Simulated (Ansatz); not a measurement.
Relaxed-ion elastic tensor of SiRh$_{2}$ in space group Pnma (No. 62; Si on 4c, Rh on 4c, Rh on 4c) in GPa (Voigt order), PBEsol (plane waves, PAW; program Ansatz); density 10.00 g/cm³, 12.95 Å³ per atom.

```tsv
	1	2	3	4	5	6
1	291	196	218	0.0	0.0	0.0
2	196	393	215	0.0	0.0	0.0
3	218	215	380	0.0	0.0	0.0
4	0.0	0.0	0.0	107	0.0	0.0
5	0.0	0.0	0.0	0.0	100.0	0.0
6	0.0	0.0	0.0	0.0	0.0	141
```

### Question
Is the crystal mechanically stable?

### Answer
Yes: the smallest eigenvalue of C is 100.0 GPa.

### Question
Work out the Voigt, Reuss and Hill averages.

### Answer
K_V = 258, K_R = 251, K_H = 255; G_V = 98.4, G_R = 89.3, G_H = 93.9 GPa.

### Question
Give Young's modulus, Poisson's ratio, Pugh's ratio and the universal anisotropy index.

### Answer
E = 9KG/(3K + G) = 251 GPa; ν = 0.34; K/G = 2.71 (ductile by the Pugh limit of 1.75); A_U = 5G_V/G_R + K_V/K_R − 6 = 0.54.

### Question
Estimate the sound speeds and the Debye temperature.

### Answer
v_l = √((K + 4G/3)/ρ) = 6160 m/s, v_t = √(G/ρ) = 3060 m/s, mean 3440 m/s; Θ = (h/k)(3n/4πV)^(1/3) v_m = 436 K.

### Question
Solve the Christoffel equation for the three sound speeds along x, y, z.

### Answer
Eigenvalues of C_ijkl n_j n_l equal ρv². In km/s, slowest first: x 3.16, 3.75, 5.39; y 3.27, 3.75, 6.27; z 3.16, 3.27, 6.17.

### Question
How much does each axis shrink under pressure?

### Answer
Linear compressibilities β_i = Σ_j S_ij (j = 1 to 3): x 2.1, y 1.0, z 0.83 per TPa.

The workflow started from a Materials Project entry (that database holds measured and hypothetical structures alike); the Crystallography Open Database copy checked does not list it. Whether it is the stable phase at ambient conditions was not checked. The cell was relaxed with PBEsol under the symmetry of its start; whether a distortion lowers the energy is not shown. The run is not spin-polarised. As this level gives no gap, shear constants depend on the k-mesh and smearing (Fermi–Dirac, 0.1 eV here). On the denser mesh and wider smearing of the elastic run this cell carries a stress of 0.5 GPa.

Potentials: the later of the program's two PAW sets.
